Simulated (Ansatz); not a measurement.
Phonons of LuSb in the rocksalt structure

Method: PBEsol, scalar-relativistic; no spin polarisation; PAW, 420 eV, Gaussian smearing of 0.15 eV; code Ansatz; PAW files: Ansatz's generated set soft_2.

```yaml
crystal:
  lattice:
    - [0.00000, 2.99665, 2.99665]
    - [2.99665, 0.00000, 2.99665]
    - [2.99665, 2.99665, 0.00000]
  atoms:
    - { symbol: Lu, position: [0.50000, 0.50000, 0.50000] }
    - { symbol: Sb, position: [0.00000, 0.00000, 0.00000] }
```

The cell was built from a prototype; rock salt is the usual structure of such lanthanide and actinide compounds.

Force constants come from finite displacements in a 2×2×2 supercell (the unit cell's 10×10×10 k-mesh, folded to it); the long-range dipole term is not included. Points in reciprocal vectors of this cell: Γ = (0.000, 0.000, 0.000), X = (0.500, 0.000, 0.500), U = (0.625, 0.250, 0.625), K = (0.375, 0.375, 0.750), L = (0.500, 0.500, 0.500), W = (0.500, 0.250, 0.750).

Frequencies at the named points (cm⁻¹, imaginary ones negative):
| point | ω (cm⁻¹) |
| --- | --- |
| Γ | 0 0 0 148 148 148 |
| X | 49 49 52 146 146 159 |
| U | 57 66 82 138 145 158 |
| K | 57 66 82 138 145 158 |
| L | 90 90 125 125 128 144 |
| W | 56 56 98 124 155 155 |

Q: Is the structure dynamically stable along this path, and where does the spectrum end?

A: Yes: no branch is imaginary beyond numerical noise. The highest frequency is 159 cm⁻¹, at X. Points that don't fit the supercell are interpolated.

Q: What does the harmonic approximation give for the vibrational free energy, entropy and heat capacity?

A: Zero-point energy 20.1 meV/atom.
```csv
T (K),F_vib (meV/atom),S (J/K per mole of atoms),C_V (J/K per mole of atoms)
100,12.4,18.3,20.2
200,-15.3,33.7,23.6
300,-55.6,43.5,24.3
400,-104.5,50.5,24.6
500,-159.8,56.0,24.7
600,-220.2,60.5,24.8
700,-285.0,64.3,24.8
800,-353.4,67.7,24.9
900,-425.1,70.6,24.9
1000,-499.6,73.2,24.9
```

The highest mode, 159 cm⁻¹, is worth 230 K. At 300 K the heat capacity has reached 98 % of the classical limit 3R = 24.9 J/K per mole of atoms, since all modes lie under k_BT.

The crystal is a metal or nearly so; low and unstable modes depend on mesh and smearing.

It ran for 3.1 min on 4 threads of Arm Neoverse V1, with other jobs on the host, peak memory 2.5 GiB.

These numbers lack spin–orbit coupling.
